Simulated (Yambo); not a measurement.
Material: AlAs (zinc blende, space group F-43m, No. 216) under isotropic strain of -0.5 % on all lattice vectors; a = b = c = 3.993 Å, α = β = γ = 60.00° (2 atoms in the cell). The PBEsol cell relaxed from Materials Project entry mp-2172 was given an isotropic strain of -0.5 % on all lattice vectors, and the atoms were relaxed again.

With PBE (stringent potentials; pw.x of Quantum ESPRESSO, ONCV potentials, without SOC), the gap between the mesh's edge points (Γ → X) is 1.427 eV.

Question: What does a G0W0 run in Yambo give for it (4×4×4 Γ-centred k mesh, bands 5 to 202 and a 15 Ry block in the screening, 202 bands in G with the Bruneval-Gonze terminator, plasmon pole fitted at 27.2 eV)?

Answer: The correction is 0.625 eV, giving 2.052 eV, 1.4 times the PBE value.  Convergence of the G0W0 settings was not tested. Spin-orbit splittings are left out.
